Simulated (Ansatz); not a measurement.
An Ansatz (a program for electronic structure) run. Input:

Ansatz 0.2 input:
```yaml
crystal:
  lattice:
    - [3.2236669906, 0.0, 0.0]
    - [-1.6118334953, 2.7917775072, 0.0]
    - [0.0, 0.0, 8.4469509183]
  atoms:
    - { symbol: Nb, position: [0.3333333333, 0.6666666667, 0.1399393678] }
    - { symbol: Nb, position: [0.6666666667, 0.3333333333, 0.8600606322] }
    - { symbol: S, position: [0.3333333333, 0.6666666667, 0.6673586206] }
    - { symbol: S, position: [0.6666666667, 0.3333333333, 0.3326413794] }
    - { symbol: C, position: [0.0, 0.0, 0.0] }
kpoints:
  mp_grid: { grid: [15, 15, 5] }
basis: { xc_grid: 2, fft_grid_basis: typed }
hamiltonian:
  xc: lda
  pseudopotentials: { kind: paw }
scf:
  occupations: { method: gaussian, width: 0.05 }
checkpoint: { read: metal.run }
output: { write_density: true, elf: true, volumetric_format: npy }
```

Output (shortened):

```
Pseudopotential: Nb, paw, valence charge 13
Pseudopotential: S, paw, valence charge 6
Pseudopotential: C, paw, valence charge 4
Functional definition: SPW92
Crystal: 5 atoms, lattice volume = 76.021 Å³
Basis set: ecut = 420 eV, 1505 PW (Γ), exchange–correlation on 48×48×120 points (8 copies of the dense FFT grid, shifted against one another)
Bands: 31, of which v1, the nominal top of the filled ones, is band 21 counted from 1 (20 counted from 0)
Symmetry: 12 space group operations
Space group: P-3m1 (ITA 164), of the structure as read, at distance tolerance 4.2e-5 Å
k-points: 119 of 1125
Stability of the state it starts from, as read at its close in the unpolarized treatment …
iter 1 solved again at ethr=3.77e-7 eV; its pass at ethr=3.10e-3 eV (dr2=1.58e-4 eV) is discarded
SCF iter   1: F=—  HF=-10872.183845 eV  |F-HF|=—  |Δ(HF+E_count)|=         —  Δρ=1.47e-6  dr2=1.64e-9  ethr=3.77e-7  ⟨swp⟩=3.0  Hψ=26833  notcnv=0
preconditioner: auto → Kerker (q_TF=auto, 2.471 Å⁻¹)
SCF iter   2: F=—  HF=-10872.183845 eV  |F-HF|=—  |Δ(HF+E_count)|=   1.77e-8  Δρ=6.72e-7  dr2=2.51e-10  ethr=3.89e-12  ⟨swp⟩=8.2  Hψ=16168  notcnv=0
SCF iter   3: F=-10872.183845 eV  HF=-10872.183845 eV  |F-HF|=6.91e-11  |Δ(HF+E_count)|=  3.46e-11  Δρ=4.51e-7  dr2=1.15e-10  ethr=1.00e-12  ⟨swp⟩=1.0  Hψ=7880  notcnv=0
SCF 1 converged in 3 iterations: F = -10872.183845 eV  dr2 = 1.15e-10
SCF converged after 3 iterations
Free energy (F): -10872.183845 eV
Harris-Foulkes:  -10872.183845 eV  (|F-HF|=6.91e-11)
Internal energy: -10872.181851 eV  (E = F + TS)
E sigma→0 (E₀):  -10872.182848 eV
Entropy (-TS):   -0.001994 eV (-0.399 meV/atom)
Fermi energy:    12.905406 eV
--- Per-component energies (eV) ---
  E_band       = -201.292276
  E_kinetic    = 1098.436451
  E_local      = -3222.664741  (includes V_loc(G=0)·N_el)
  E_nonlocal   = 331.562508
  E_hartree    = 1247.300930
  E_xc         = -593.005569
  E_vxc        = -665.132194  (∫ρ·V_xc dr)
  E_paw        = -7157.902573  (= ΣΔE_a)
  E_vpaw       = -238.096205  (= ΣTr[D̂ρ^β])
  E_aug_tail   = 0.000015  (compensation charges beyond the density's cutoff)
  E_ewald      = -2577.129489
  E_core_change = 1.220616  (= ΣΔE_core)
  E_smearing   = -0.001994  (= −TS)
  E_closure    =  0.000000  (closes the sum)
  Σ components = -10872.183845   (vs F -10872.183845, Δ=0.00e0)
  [band-id]    e_kinetic+e_local+e_nonlocal+2·e_hartree+e_vxc+e_vpaw+e_augmentation_tail = -201.292305   (vs E_band -201.292276, Δ=-2.91e-5)
--- Band table (eV; the first three rows and the last of 119) ---
  k-point 0: bands = ["-42.4470", "-42.3495", "-18.9425", "-18.3868", "-18.3868", "-18.3499", "-18.3016", "-18.3016", "-1.2973", "-0.4553", "1.6161", "6.4529", "8.1422", "8.1422", "8.3085", "10.7966", "10.7966", "12.0741", "12.0818", "12.0818", "12.3913", …
  k-point 1: bands = ["-42.4470", "-42.3495", "-18.9425", "-18.3868", "-18.3868", "-18.3500", "-18.3016", "-18.3016", "-1.2362", "-0.5660", "1.7001", "6.2485", "8.1405", "8.1405", "8.6883", "10.8122", "10.8122", "11.4053", "12.0886", "12.0886", "12.8101", …
  k-point 2: bands = ["-42.4470", "-42.3495", "-18.9424", "-18.3868", "-18.3868", "-18.3501", "-18.3016", "-18.3016", "-1.0647", "-0.8100", "1.8311", "5.9843", "8.1377", "8.1377", "9.5062", "10.4643", "10.8380", "10.8380", "12.1021", "12.1021", "12.8504", …
  k-point 118: bands = ["-42.3334", "-42.3334", "-18.8585", "-18.8343", "-18.8343", "-18.6028", "-18.4067", "-18.4067", "0.7372", "0.7372", "1.9974", "7.5180", "7.5180", "7.7719", "8.0081", "8.9516", "8.9516", "9.0426", "9.9654", "9.9654", "13.7858", …
```

Cost: about 6 core-seconds (a rough figure) on shared cores.

The workflow started from an entry of the Crystallography Open Database (COD), which files this formula under 2 space groups. Its standing as an ambient phase is unchecked. Symmetry was held in the LDA relaxation; its stability against distortions is not shown here. No spin polarisation was allowed. A crystal of weakly bound layers computed without a dispersion correction: the cell and the soft elastic constants depend strongly on that. Scalar-relativistic: spin–orbit coupling is off unless named, which matters more the heavier the elements.

Potentials: the later of the program's two PAW sets.

Ansatz is a plane-wave DFT program.
